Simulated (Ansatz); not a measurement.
# ²⁰⁹Bi nuclear quadrupole resonance in Bi2Se3

Cell: a structure deposited in the COD whose atoms were relaxed with PBE, the cell held.

```
CELL_PARAMETERS angstrom
1.96496 1.13447 9.14266
-1.96496 1.13447 9.14266
0.00000 -2.26894 9.14266
ATOMIC_POSITIONS crystal
Bi 0.59732 0.59732 0.59732
Bi 0.40268 0.40268 0.40268
Se 0.79544 0.79544 0.79544
Se 0.20456 0.20456 0.20456
Se 0.00000 0.00000 0.00000
```

Sites (sets of like atoms) are named by element and the number of their first atom in this list.

Computed with Ansatz: DFT, PBE, plane waves and PAW, scalar-relativistic, 420 eV cutoff, Γ-centred 14×14×14 k-points, Fermi–Dirac smearing 0.05 eV.

²⁰⁹Bi: I = 9/2, Q = -516.0 mb (year-2017 value). Static lattice, zero field.

(1) At which frequencies do the ²⁰⁹Bi NQR lines lie?

Results:

(1) For I = 9/2 and η = 0 the lines are |C_Q|/24 times 1, 2, 3 and 4; η shifts the lowest up most.

```csv
site,atoms,V_zz (10²¹ V/m²),C_Q (MHz),η,line frequencies (MHz)
Bi,"1, 2",2.53,-31.6,0.00,"1.32, 2.64, 3.95, 5.27"
```

An axis of threefold or higher order runs through Bi, so V_zz lies along it and η is zero.

At this cell the PBE pressure is 12 GPa, so with PBE the cell would grow if it were relaxed. The entry's cell may itself be off. With no gap above 0.1 eV, as in a metal, the gradients converge slowly in k; expect changes of a tenth or more on a denser mesh. Spin–orbit coupling is left out, which shifts gradients on Bi by a few per cent in wide-gap crystals, and can shift them far more where the calculated gap is small or absent, as here. Newer work puts Q(²⁰⁹Bi) near −420 mb, which would lower these couplings by about a fifth. Semilocal functionals make gaps too small and can close them, so the real compound need not be a metal.
